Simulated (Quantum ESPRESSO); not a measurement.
GaIn2AlP4, input and log of a self-consistent run

Simulated, not a measurement. The program is pw.x of Quantum ESPRESSO 7.5 (plane-wave density functional theory). The cell is made up: 8 atoms on a zincblende/diamond lattice, with randomly drawn elements, strain and displacements, not relaxed. PseudoDojo standard norm-conserving files (v0.5 for PBE, v0.4.1 for LDA and PBEsol) set the functional; there is no spin polarisation, spin-orbit coupling or dispersion term, and the masses in the input are unused placeholders.

Input:

```
&control calculation='scf', pseudo_dir='./dojo.nc.sr.pbe.v0_5.standard.upf', outdir='./o', disk_io='low', tprnfor=.true., tstress=.true. /
&system ibrav=0, nat=8, ntyp=4, nbnd=37, ecutwfc=101.20763327, nosym=.true., tot_charge=0,
 occupations='smearing', smearing='fd', degauss=0.0018374661
/
&electrons conv_thr=7.350e-09, electron_maxstep=60, /
ATOMIC_SPECIES
Al 1.0 Al.upf
Ga 1.0 Ga.upf
In 1.0 In.upf
P 1.0 P.upf
CELL_PARAMETERS angstrom
5.6643 -0.0351 0.032
-0.0351 5.7112 0.0403
0.032 0.0403 5.7059
ATOMIC_POSITIONS angstrom
Ga 0.0688 0.0702 0.029
In -0.0441 2.9053 2.946
Al 2.836 0.0317 2.793
In 2.8205 2.8832 -0.0244
P 1.4099 1.4234 1.4524
P 1.5674 4.3677 4.3008
P 4.2659 1.4831 4.3076
P 4.2069 4.1298 1.4759
K_POINTS automatic
6 6 6 1 1 1
```

The log is shortened where brackets say so; the opening notice, blank lines, dates and the lines on written files are dropped, and the path of the files is cut. It prints rydbergs, bohrs and kilobars, and counts compression as positive stress.

```
     Program PWSCF v.7.5
     Parallel version (MPI & OpenMP), running on       4 processor cores
     Number of MPI processes:                 4
     Threads/MPI process:                     1
     [start-up lines left out]
     bravais-lattice index     =            0
     lattice parameter (alat)  =      10.7044  a.u.
     unit-cell volume          =    1245.4956 (a.u.)^3
     number of atoms/cell      =            8
     number of atomic types    =            4
     number of electrons       =        62.00
     number of Kohn-Sham states=           37
     kinetic-energy cutoff     =     101.2076  Ry
     charge density cutoff     =     404.8305  Ry
     scf convergence threshold =      7.3E-09
     mixing beta               =       0.7000
     number of iterations used =            8  plain     mixing
     Exchange-correlation= PBE
                           (   1   4   3   4   0   0   0)
     [axes and pseudopotential details left out]
   Cartesian axes
     site n.     atom                  positions (alat units)
         1        Ga     tau(   1) = (   0.0121458   0.0123930   0.0051196  )
         2        In     tau(   2) = (  -0.0077853   0.5128962   0.5200813  )
         3        Al     tau(   3) = (   0.5006621   0.0055963   0.4930710  )
         4        In     tau(   4) = (   0.4979258   0.5089947  -0.0043075  )
         5        P      tau(   5) = (   0.2489011   0.2512844   0.2564040  )
         6        P      tau(   6) = (   0.2767058   0.7710655   0.7592551  )
         7        P      tau(   7) = (   0.7530939   0.2618237   0.7604556  )
         8        P      tau(   8) = (   0.7426782   0.7290671   0.2605526  )
     number of k points=   108  Fermi-Dirac smearing, width (Ry)=  0.0018
     Number of k-points >= 100: set verbosity='high' to print them.
     Dense  grid:   171375 G-vectors     FFT dimensions: (  72,  72,  72)
     Estimated max dynamical RAM per process >     553.32 MB
     Estimated total dynamical RAM >       2.04 GB
     Initial potential from superposition of free atoms
     starting charge      61.9865, renormalised to      62.0000
     Starting wfcs are   47 randomized atomic wfcs
     total cpu time spent up to now is       13.2 secs
     per-process dynamical memory:   465.0 Mb
     Self-consistent Calculation
     iteration #  1     ecut=   101.21 Ry     beta= 0.70
     Davidson diagonalization with overlap
     ethr =  1.00E-02,  avg # of iterations =  4.1
     Threshold (ethr) on eigenvalues was too large:
     Diagonalizing with lowered threshold
     Davidson diagonalization with overlap
     ethr =  6.07E-04,  avg # of iterations =  2.0
     total cpu time spent up to now is       64.5 secs
     total energy              =    -478.80816031 Ry
     estimated scf accuracy    <       0.38754182 Ry
     iteration #  2     ecut=   101.21 Ry     beta= 0.70
     Davidson diagonalization with overlap
     ethr =  6.25E-04,  avg # of iterations =  2.2
     total cpu time spent up to now is       90.8 secs
     total energy              =    -478.90812899 Ry
     estimated scf accuracy    <       0.09895495 Ry
     iteration #  3     ecut=   101.21 Ry     beta= 0.70
     Davidson diagonalization with overlap
     ethr =  1.60E-04,  avg # of iterations =  2.8
     total cpu time spent up to now is      116.9 secs
     total energy              =    -478.92588656 Ry
     estimated scf accuracy    <       0.00572522 Ry
     iteration #  4     ecut=   101.21 Ry     beta= 0.70
     Davidson diagonalization with overlap
     c_bands:  1 eigenvalues not converged
     c_bands:  1 eigenvalues not converged
     ethr =  9.23E-06,  avg # of iterations = 11.8
     total cpu time spent up to now is      157.6 secs
     total energy              =    -478.92748812 Ry
     estimated scf accuracy    <       0.00266775 Ry
     iteration #  5     ecut=   101.21 Ry     beta= 0.70
     Davidson diagonalization with overlap
     ethr =  4.30E-06,  avg # of iterations =  2.4
     total cpu time spent up to now is      183.8 secs
     total energy              =    -478.92794770 Ry
     estimated scf accuracy    <       0.00015015 Ry
     iteration #  6     ecut=   101.21 Ry     beta= 0.70
     Davidson diagonalization with overlap
     ethr =  2.42E-07,  avg # of iterations =  3.8
     total cpu time spent up to now is      211.3 secs
     total energy              =    -478.92797933 Ry
     estimated scf accuracy    <       0.00002184 Ry
     iteration #  7     ecut=   101.21 Ry     beta= 0.70
     Davidson diagonalization with overlap
     ethr =  3.52E-08,  avg # of iterations =  3.3
     total cpu time spent up to now is      239.0 secs
     total energy              =    -478.92798477 Ry
     estimated scf accuracy    <       0.00000168 Ry
     iteration #  8     ecut=   101.21 Ry     beta= 0.70
     Davidson diagonalization with overlap
     ethr =  2.71E-09,  avg # of iterations =  3.8
     total cpu time spent up to now is      270.4 secs
     total energy              =    -478.92798544 Ry
     estimated scf accuracy    <       0.00000011 Ry
     iteration #  9     ecut=   101.21 Ry     beta= 0.70
     Davidson diagonalization with overlap
     ethr =  1.71E-10,  avg # of iterations =  4.0
     total cpu time spent up to now is      303.3 secs
     total energy              =    -478.92798549 Ry
     estimated scf accuracy    <       0.00000003 Ry
     iteration # 10     ecut=   101.21 Ry     beta= 0.70
     Davidson diagonalization with overlap
     ethr =  4.73E-11,  avg # of iterations =  2.1
     total cpu time spent up to now is      327.8 secs
     End of self-consistent calculation
     [lines on levels left out]
!    total energy              =    -478.92798549 Ry
     estimated scf accuracy    <          1.6E-09 Ry
     smearing contrib. (-TS)   =      -0.00000000 Ry
     internal energy E=F+TS    =    -478.92798549 Ry
     The total energy is F=E-TS. E is the sum of the following terms:
     one-electron contribution =    -202.56478324 Ry
     hartree contribution      =     141.85612645 Ry
     xc contribution           =    -140.73097038 Ry
     ewald contribution        =    -277.48835832 Ry
     convergence has been achieved in  10 iterations
     Forces acting on atoms (cartesian axes, Ry/au):
     atom    1 type  2   force =    -0.01793432   -0.02627061   -0.00993737
     atom    2 type  3   force =     0.06106650    0.02015918   -0.01433357
     atom    3 type  1   force =     0.02967638   -0.00356179   -0.00132030
     atom    4 type  3   force =    -0.00741130   -0.03528583    0.01614981
     atom    5 type  4   force =     0.00022132   -0.02655155    0.00735128
     atom    6 type  4   force =    -0.06360783    0.06090118   -0.01928640
     atom    7 type  4   force =    -0.01689768   -0.10772309    0.01599010
     atom    8 type  4   force =     0.01488692    0.11833250    0.00538645
     Total force =     0.207827     Total SCF correction =     0.000093
     Computing stress (Cartesian axis) and pressure
          total   stress  (Ry/bohr**3)                   (kbar)     P=       34.43
   0.00024407   0.00005190   0.00001942           35.90        7.63        2.86
   0.00005190   0.00019727  -0.00016079            7.63       29.02      -23.65
   0.00001942  -0.00016079   0.00026083            2.86      -23.65       38.37
     init_run     :     12.65s CPU     13.10s WALL (       1 calls)
     electrons    :    313.14s CPU    314.62s WALL (       1 calls)
     forces       :      4.59s CPU      4.63s WALL (       1 calls)
     stress       :     16.77s CPU     17.26s WALL (       1 calls)
     [timing details left out]
     PWSCF        :   5m47.44s CPU   5m49.98s WALL
     JOB DONE.
```

In other units: free energy -6516.147 eV for the cell, pressure 3.44 GPa, largest force component 3.042 eV/Å. This run is the check on a run of the same cell at 1088 eV and a 4 x 4 x 4 mesh: rerunning at 1377 eV and a 6 x 6 x 6 mesh moved values by no more than 0.008 eV in energy, 0.02 GPa in stress and 0.002 eV/Å in force.